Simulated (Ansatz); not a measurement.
B (α-B12), relaxed with PBE (Ansatz, a first-principles code, plane waves, PAW): a = 4.8986 Å, b = 4.8986 Å, c = 12.5463 Å, α = 90.00°, β = 90.00°, γ = 120.00°.

```
Quantity  Value
--------  -----
gap (eV)   1.44
```

### Question
The same phase is relaxed and computed with PBEsol in the same code. What are the cell and these values now?

### Answer
a = 4.8764 Å, b = 4.8764 Å, c = 12.4994 Å, α = 90.00°, β = 90.00°, γ = 120.00°.

- gap (eV): 1.34

All cells were relaxed under the symmetry of their starts (and spin orders); stability against distortions was not tested throughout.

Potentials: the later of the program's two PAW sets.

Ansatz is a plane-wave DFT program.
